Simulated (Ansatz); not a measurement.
Ta$_{2}$Se in space group P4/nmm (No. 129; Ta on 2c, Ta on 2c, Se on 2c), r²SCAN (plane waves, PAW; program Ansatz), all energies at zero smearing, with the estimated change up to a 700 eV cutoff added, with one set of potentials and settings (totals compare only within such a set). Cell of 6 atoms (4 Ta, 2 Se): -50740.134 eV.

```tsv
element	reference phase	E (eV/atom)
Ta	Im-3m, 1 atoms in the cell	-9945.1755
Se	P3_121, 3 atoms in the cell	-5478.1406
```

Formation energy per atom, worked out: (-50740.134 − 4×(-9945.1755) − 2×(-5478.1406))/6 = -0.525 eV/atom (-51 kJ per mol of atoms), at 0 K, without zero-point energy or fitted corrections.

The workflow started from a Materials Project entry (that database holds measured and hypothetical structures alike); the Crystallography Open Database files this formula in space group No. 129, but the cells were not matched. Its standing as an ambient phase is unchecked. Symmetry was held in the r²SCAN relaxation; whether a distortion lowers the energy is not shown. The run is not spin-polarised. A crystal of weakly bound layers computed without a dispersion correction: the cell and the soft elastic constants depend strongly on that. The references are the lowest solids computed at this level, not always the standard phases. Scalar-relativistic: spin–orbit coupling is off unless named, which matters more the heavier the elements.

Potentials: the earlier of the program's two PAW sets.
